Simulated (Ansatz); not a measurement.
Geometry optimisation in Ansatz: input, command and trajectory.

```yaml
crystal:
  lattice:
    - [6.2956973216, 0.0, 0.0]
    - [0.0, 6.2956973216, 0.0]
    - [0.0, 0.0, 4.0550649488]
  atoms:
    - { symbol: Zn, position: [0.0, 0.0, 0.0] }
    - { symbol: Zn, position: [0.5, 0.5, 0.5] }
    - { symbol: Bi, position: [0.306, 0.306, 0.0] }
    - { symbol: Bi, position: [0.194, 0.806, 0.5] }
    - { symbol: Bi, position: [0.694, 0.694, 0.0] }
    - { symbol: Bi, position: [0.806, 0.194, 0.5] }
basis:
  ecutwfc: 420
kpoints:
  mp_grid: { grid: [4, 4, 4] }
hamiltonian:
  xc: pbe
scf:
  occupations: { method: gaussian, width: 0.1 }
  lower_state_search: "off"
output:
  forces: true
  stress: true
  eigenvalues: true
relax:
  adjacent_minimum: "off"
  f_tol: 0.04
  max_steps: 70
  cell: { stress_tol: 0.4 }
```

```bash
ansatz run input.yaml --threads 1 --pin off --max-ram 2560MiB --backend cpu --events-out ev --progress --plain --runs-dir out
```

These are results of DFT PBE, scalar-relativistic, plane waves, PAW (Ansatz), not measurements.

Of 6 frames 6 are shown, positions in Å and forces in eV/Å; the SCF threshold varies from step to step. Steps run on the plane waves of an earlier cell, with a Pulay correction in the pressure. The basis is chosen afresh for the last frame, the zero of the energies, and at times for earlier ones too; energy and pressure step there, also at an unchanged geometry. The mark taken_back stands on steps that the optimiser undid.

```xyz
6
Lattice="6.2957 0.0000 0.0000 0.0000 6.2957 0.0000 0.0000 0.0000 4.0551" Properties=species:S:1:pos:R:3:forces:R:3 pbc="T T T" step=1 free_energy_over_end_meV_per_atom=110.30 pressure_GPa=8.58
Zn    0.0000    0.0000    0.0000    0.0000    0.0000    0.0000
Zn    3.1478    3.1478    2.0275    0.0000    0.0000    0.0000
Bi    1.9265    1.9265    0.0000   -0.3979   -0.3979    0.0000
Bi    1.2214    5.0743    2.0275    0.3979   -0.3979    0.0000
Bi    4.3692    4.3692    0.0000    0.3979    0.3979    0.0000
Bi    5.0743    1.2214    2.0275   -0.3979    0.3979    0.0000
6
Lattice="6.5343 0.0000 0.0000 0.0000 6.5343 0.0000 0.0000 0.0000 4.2566" Properties=species:S:1:pos:R:3:forces:R:3 pbc="T T T" step=2 free_energy_over_end_meV_per_atom=8.58 pressure_GPa=0.82
Zn    0.0000    0.0000    0.0000    0.0000    0.0000    0.0000
Zn    3.2671    3.2671    2.1283    0.0000    0.0000    0.0000
Bi    1.9665    1.9665    0.0000    0.0239    0.0239    0.0000
Bi    1.3007    5.2336    2.1283   -0.0239    0.0239    0.0000
Bi    4.5678    4.5678    0.0000   -0.0239   -0.0239    0.0000
Bi    5.2336    1.3007    2.1283    0.0239   -0.0239    0.0000
6
Lattice="6.5039 0.0000 0.0000 0.0000 6.5039 0.0000 0.0000 0.0000 4.3593" Properties=species:S:1:pos:R:3:forces:R:3 pbc="T T T" step=3 free_energy_over_end_meV_per_atom=2.93 pressure_GPa=0.20
Zn    0.0000    0.0000    0.0000    0.0000    0.0000    0.0000
Zn    3.2520    3.2520    2.1796    0.0000    0.0000    0.0000
Bi    1.9772    1.9772    0.0000    0.0158    0.0158    0.0000
Bi    1.2748    5.2292    2.1796   -0.0158    0.0158    0.0000
Bi    4.5267    4.5267    0.0000   -0.0158   -0.0158    0.0000
Bi    5.2292    1.2748    2.1796    0.0158   -0.0158    0.0000
6
Lattice="6.3981 0.0000 0.0000 0.0000 6.3981 0.0000 0.0000 0.0000 4.5582" Properties=species:S:1:pos:R:3:forces:R:3 pbc="T T T" step=4 free_energy_over_end_meV_per_atom=6.28 pressure_GPa=-0.36 taken_back
Zn    0.0000    0.0000    0.0000    0.0000    0.0000    0.0000
Zn    3.1990    3.1990    2.2791    0.0000    0.0000    0.0000
Bi    1.9869    1.9869    0.0000   -0.0730   -0.0730    0.0000
Bi    1.2122    5.1859    2.2791    0.0730   -0.0730    0.0000
Bi    4.4112    4.4112    0.0000    0.0730    0.0730    0.0000
Bi    5.1859    1.2122    2.2791   -0.0730    0.0730    0.0000
6
Lattice="6.4658 0.0000 0.0000 0.0000 6.4658 0.0000 0.0000 0.0000 4.4311" Properties=species:S:1:pos:R:3:forces:R:3 pbc="T T T" step=5 free_energy_over_end_meV_per_atom=1.37 pressure_GPa=-0.01
Zn    0.0000    0.0000    0.0000    0.0000    0.0000    0.0000
Zn    3.2329    3.2329    2.2155    0.0000    0.0000    0.0000
Bi    1.9793    1.9793    0.0000   -0.0095   -0.0095    0.0000
Bi    1.2536    5.2121    2.2155    0.0095   -0.0095    0.0000
Bi    4.4865    4.4865    0.0000    0.0095    0.0095    0.0000
Bi    5.2121    1.2536    2.2155   -0.0095    0.0095    0.0000
6
Lattice="6.4658 0.0000 0.0000 0.0000 6.4658 0.0000 0.0000 0.0000 4.4311" Properties=species:S:1:pos:R:3:forces:R:3 pbc="T T T" step=6 free_energy_over_end_meV_per_atom=0.00 pressure_GPa=0.01
Zn    0.0000    0.0000    0.0000    0.0000    0.0000    0.0000
Zn    3.2329    3.2329    2.2155    0.0000    0.0000    0.0000
Bi    1.9793    1.9793    0.0000   -0.0097   -0.0097    0.0000
Bi    1.2536    5.2121    2.2155    0.0097   -0.0097    0.0000
Bi    4.4865    4.4865    0.0000    0.0097    0.0097    0.0000
Bi    5.2121    1.2536    2.2155   -0.0097    0.0097    0.0000
```

The start puts this composition into another compound's structure type, which needn't suit it. At the end the space group is P4_2/mnm (tolerance 0.05 Å).

The run took 67 s on 1 thread of Arm Neoverse V2, on a shared host, peak memory 0.47 GiB.

The k mesh is coarse. Spin–orbit coupling is left out, which can shift energies with elements as heavy as these.